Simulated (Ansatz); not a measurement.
AlIr:
Space group Fm-3m (No. 225); a = b = c = 5.050 Å, α = β = γ = 90.00°

```csv
atom,site,symmetry,x,y,z
Ir,4a,m-3m,0.0000,0.0000,0.0000
Al,4b,m-3m,0.5000,0.5000,0.5000
```
(The calculation used a cell of 2 atoms; values per cell refer to that cell.)

Relaxed with PBE.

Q: Which orbitals make up the states near the Fermi level in PBE in the plane-wave PAW code Ansatz?

A: Within 0.5 eV of the Fermi level: Ir 5d 71 %, Ir 6s 14 %, Al 3p 11 %. Projections are on Löwdin-orthogonalised atomic valence shells; empty p or d shells of many metals are not among them.

Q: Tabulate the density of states.

A: States/eV per cell of 2 atoms, in 0.25 eV bins, energy from the Fermi level.

| E (eV) | total | Ir 5d | Al 3p | Al 3s |
|---|---|---|---|---|
| -7.85 | 0.28 | 0.01 | 0.09 | 0.09 |
| -7.60 | 0.31 | 0.01 | 0.10 | 0.10 |
| -7.35 | 0.34 | 0.02 | 0.12 | 0.11 |
| -7.10 | 0.39 | 0.03 | 0.13 | 0.12 |
| -6.85 | 0.44 | 0.05 | 0.15 | 0.14 |
| -6.60 | 0.51 | 0.08 | 0.16 | 0.16 |
| -6.35 | 0.68 | 0.16 | 0.18 | 0.22 |
| -6.10 | 0.87 | 0.27 | 0.19 | 0.28 |
| -5.85 | 0.94 | 0.32 | 0.21 | 0.29 |
| -5.60 | 0.99 | 0.39 | 0.18 | 0.33 |
| -5.35 | 1.13 | 0.50 | 0.13 | 0.45 |
| -5.10 | 0.04 | 0.02 | 0.01 | 0.01 |
| -4.85 | 0.35 | 0.13 | 0.06 | 0.14 |
| -4.60 | 0.76 | 0.29 | 0.18 | 0.22 |
| -4.35 | 0.98 | 0.46 | 0.26 | 0.17 |
| -4.10 | 1.14 | 0.62 | 0.30 | 0.15 |
| -3.85 | 1.40 | 0.87 | 0.34 | 0.13 |
| -3.60 | 1.80 | 1.33 | 0.32 | 0.09 |
| -3.35 | 3.32 | 2.33 | 0.83 | 0.06 |
| -3.10 | 4.90 | 3.52 | 1.20 | 0.08 |
| -2.85 | 3.13 | 2.52 | 0.55 | 0.01 |
| -2.60 | 3.04 | 2.50 | 0.47 | 0.01 |
| -2.35 | 1.72 | 1.49 | 0.19 | 0.01 |
| -2.10 | 1.26 | 1.14 | 0.10 | 0.00 |
| -1.85 | 1.21 | 1.13 | 0.05 | 0.00 |
| -1.60 | 1.26 | 1.20 | 0.04 | 0.00 |
| -1.35 | 1.33 | 1.27 | 0.04 | 0.01 |
| -1.10 | 1.71 | 1.62 | 0.05 | 0.01 |
| -0.85 | 3.07 | 2.90 | 0.09 | 0.02 |
| -0.60 | 3.45 | 3.03 | 0.17 | 0.04 |
| -0.35 | 3.23 | 2.57 | 0.24 | 0.06 |
| -0.10 | 0.95 | 0.63 | 0.10 | 0.01 |
| 0.15 | 0.73 | 0.43 | 0.12 | 0.03 |
| 0.40 | 1.10 | 0.57 | 0.25 | 0.07 |
| 0.65 | 0.96 | 0.44 | 0.25 | 0.09 |
| 0.90 | 0.91 | 0.37 | 0.26 | 0.11 |
| 1.15 | 0.81 | 0.29 | 0.23 | 0.12 |
| 1.40 | 0.58 | 0.17 | 0.13 | 0.13 |
| 1.65 | 0.48 | 0.13 | 0.16 | 0.09 |
| 1.90 | 0.65 | 0.17 | 0.25 | 0.11 |
| 2.15 | 0.82 | 0.19 | 0.39 | 0.12 |
| 2.40 | 0.73 | 0.16 | 0.36 | 0.10 |
| 2.65 | 0.73 | 0.15 | 0.37 | 0.10 |
| 2.90 | 0.75 | 0.15 | 0.39 | 0.10 |
| 3.15 | 0.83 | 0.17 | 0.41 | 0.13 |
| 3.40 | 0.87 | 0.18 | 0.43 | 0.14 |
| 3.65 | 0.86 | 0.17 | 0.44 | 0.13 |
| 3.90 | 0.85 | 0.16 | 0.45 | 0.12 |
| 4.15 | 0.84 | 0.15 | 0.45 | 0.11 |
| 4.40 | 0.83 | 0.14 | 0.45 | 0.10 |
| 4.65 | 0.81 | 0.12 | 0.45 | 0.09 |

The start of the workflow was typed in or built on a structure type; neither database checked (COD, Materials Project) lists it. Its standing as an ambient phase is unchecked. The PBE relaxation kept the symmetry of its start; its stability against distortions is not shown here. No spin polarisation was allowed. Spin–orbit coupling is left out wherever it is not named.

Potentials: the later of the program's two PAW sets.
